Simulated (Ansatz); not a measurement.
Relaxed-ion elastic tensor of Ag (simple hexagonal, P6/mmm) in GPa (Voigt order), DFT-r²SCAN in the program Ansatz with PAW potentials; density 9.54 g/cm³, 18.77 Å³ per atom.

```
  174   86.7   17.4    0.0    0.0    0.0
 86.7    174   17.4    0.0    0.0    0.0
 17.4   17.4    206    0.0    0.0    0.0
  0.0    0.0    0.0  -12.8    0.0    0.0
  0.0    0.0    0.0    0.0  -12.8    0.0
  0.0    0.0    0.0    0.0    0.0   43.7
```

Problem. Is the crystal mechanically stable?

Solution. No: the smallest eigenvalue of C is -12.8 GPa.

The start of the workflow was typed in or built on a structure type; neither database checked (COD, Materials Project) lists it. It is not the phase usual at ambient conditions (space group No. 225). Symmetry was held in the r²SCAN relaxation. At this level the phase is mechanically unstable. No spin polarisation was allowed. As this level gives no gap, shear constants depend on the k-mesh and smearing (Fermi–Dirac, 0.1 eV here).

Potentials: the earlier of the program's two PAW sets.
